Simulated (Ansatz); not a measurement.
Method: Ansatz 0.2.0, DFT PBE, scalar-relativistic, plane waves, PAW. All cells share a 420 eV cutoff and Γ-centred k meshes spaced about 0.3 Å⁻¹ or finer (0.25 for metals, 2π included). These runs have no spin polarisation.

These are static total energies at zero pressure.

Two forms of TaRh₃N₄ were relaxed alike.

A.

Space group Pm-3n (No. 223). a = 5.595 Å, b = 5.595 Å, c = 5.595 Å, α = 90.00°, β = 90.00°, γ = 90.00°
```tsv
atom	site	symmetry	x	y	z
Ta	2a	m-3.	0.5000	0.5000	0.5000
Rh	6c	-4m.2	0.5000	0.7500	0.0000
N	8e	.32	0.7500	0.7500	0.7500
```

B.

Space group I4/mmm (No. 139). a = 4.369 Å, b = 4.369 Å, c = 8.681 Å, α = 90.00°, β = 90.00°, γ = 90.00°
| atom | site | symmetry | x | y | z |
| --- | --- | --- | --- | --- | --- |
| Ta | 2a | 4/mmm | 0.0000 | 0.0000 | 0.0000 |
| Rh | 4d | -4m2 | 0.0000 | 0.5000 | 0.2500 |
| Rh | 2b | 4/mmm | 0.5000 | 0.5000 | 0.0000 |
| N | 4e | 4mm | 0.5000 | 0.5000 | 0.2511 |
| N | 4c | mmm. | 0.5000 | 0.0000 | 0.0000 |

Problem. Which is lower in energy, and by how much?

Solution. A is lower, by 35 meV/atom. A has space group Pm-3n (No. 223), 10.9 Å³/atom and no gap on its mesh; B has Ta and Rh ordered on rock salt sites, space group I4/mmm (No. 139), 10.4 Å³/atom and no gap. Counting N atoms around Rh and Ta (those within 1.25 times the shortest such distance or 1.15 times the sum of covalent radii, 1.27 where that leaves under three), A has Ta 8, Rh 4 and B has Ta 6, Rh 6. The lower one is the more open, so pressure narrows the difference. Even the lower one lies +0.27 eV/atom against the reference forms of the elements (uncorrected), so neither is stable at this level. In A, Ta has 8 N at 2.42 Å and 12 Rh at 3.13 Å; Rh is surrounded by 4 N at 1.98 Å, 2 Rh at 2.80 Å and 4 Ta at 3.13 Å; N has 3 Rh at 1.98 Å and 2 Ta at 2.42 Å. In B, Ta has 6 N at 2.16–2.18 Å and 12 Rh at 3.08–3.09 Å; Rh on a site of symmetry -4m2 has 6 N at 2.17–2.18 Å, 4 Ta at 3.08 Å and 8 Rh at 3.08–3.09 Å; N on a site of symmetry 4mm has 1 Ta at 2.16 Å and 5 Rh at 2.18 Å; 2 more sites not described. Both come from trial cells of a structure search, whose lowest cell (Cm, 12.0 Å³/atom) lies 139 meV/atom below the lower of the two.

Spin–orbit coupling, which can matter for Ta, is left out. Trial moments fell under 0.15 μB along the way in Pm-3n and I4/mmm; another start might hold them. Cells relaxed within their symmetry can be saddle points. Some candidate types were left out of the draw beforehand, so a known form may be missing.
